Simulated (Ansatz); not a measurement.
# Stress against strain in La$_{3}$In

```
CELL_PARAMETERS angstrom
5.08540 0.00000 0.00000
0.00000 5.08540 0.00000
0.00000 0.00000 5.08540
ATOMIC_POSITIONS crystal
La 0.00000 0.50000 0.50000
La 0.50000 0.00000 0.50000
La 0.50000 0.50000 0.00000
In 0.00000 0.00000 0.00000
```

Atom numbers follow the list: La1, La2, La3, In4.

The geometry is COD entry 1538828, unchecked; take it as a test cell.

Spin–orbit coupling is left out, though it moves levels of the heavy atoms by tenths of an eV or more.

Theory: Ansatz 0.2.0, DFT, PBEsol, all-electron LAPW, scalar-relativistic.

Settings: a Γ-centred 7×7×7 k mesh, Fermi–Dirac smearing of 0.05 eV, basis error target 1 meV/atom, no spin polarisation.

The strain is applied along the Cartesian axes of the cell as listed (γ is the engineering shear, twice εxy = εyz = εzx). Fractional coordinates are held (clamped ions).

σ is the change of stress from the unstrained cell, which is at -2.63 GPa; tension is positive, so slopes are stress–strain coefficients at that pressure. In a metal the k mesh adds noise.

Only quantities that a quadratic follows smoothly over the whole series are listed; rougher ones are left out.

```csv
γ,σxy (GPa)
-0.0200,-0.41
-0.0100,-0.20
0.0000,0.00
0.0200,0.43
```

(1) Fit the series and read off the stiffness at zero strain.

(2) One run, at γ = 0.0100, is withheld. Predict its row.

Results:

(1) Least-squares fits y = p0 + p1 x + p2 x² to the rows give σxy (GPa): p1 = 20.9, p2 = 18. So C44 (clamped ions) = 21 GPa.

(2) The fits give 0.21; the run gave 0.21.
